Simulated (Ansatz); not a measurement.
ZrGeO3:
```yaml
crystal:
  lattice:
    - [3.98628, 0.00000, 0.00000]
    - [0.00000, 3.98628, 0.00000]
    - [0.00000, 0.00000, 4.34494]
  atoms:
    - { symbol: Zr, position: [0.50000, 0.50000, 0.57916] }
    - { symbol: Ge, position: [0.00000, 0.00000, 0.19509] }
    - { symbol: O, position: [0.00000, 0.50000, 0.44954] }
    - { symbol: O, position: [0.50000, 0.00000, 0.44954] }
    - { symbol: O, position: [0.50000, 0.50000, 0.01685] }
```

Relaxed with PBEsol.

Question: Give the optical modes at the zone centre with their infrared activity from DFPT, the program Ansatz at the PBEsol level (PAW).

Answer: Transverse frequencies, without the LO–TO term; a row sums one degenerate level.

```csv
ω (cm⁻¹),degeneracy,IR ((D/Å)²/amu),activity,symmetry
222i,2,57.81,IR,E
144,2,0.79,IR,E
197,1,0.84,IR,A1
220,2,13.40,IR,E
305,1,0.00,IR-inactive,B1
348,1,20.89,IR,A1
610,2,37.90,IR,E
636,1,24.01,IR,A1
```

Question: How high does the top mode go among those that the LO–TO term moves?

Answer: 715 cm⁻¹ for q along x, 715 cm⁻¹ for q along y, 764 cm⁻¹ for q along z.

Space group P4mm. The start of the workflow was typed in or built on a structure type; neither database checked (COD, Materials Project) lists it. Whether it is the stable phase at ambient conditions was not checked. The PBEsol relaxation kept the symmetry of its start. At this level the phase is dynamically unstable (imaginary phonons). No spin polarisation was allowed.

Potentials: the earlier of the program's two PAW sets. The files were generated under PBE; for other functionals the program regenerates the frozen cores, and for LDA and PBEsol the local potential too.
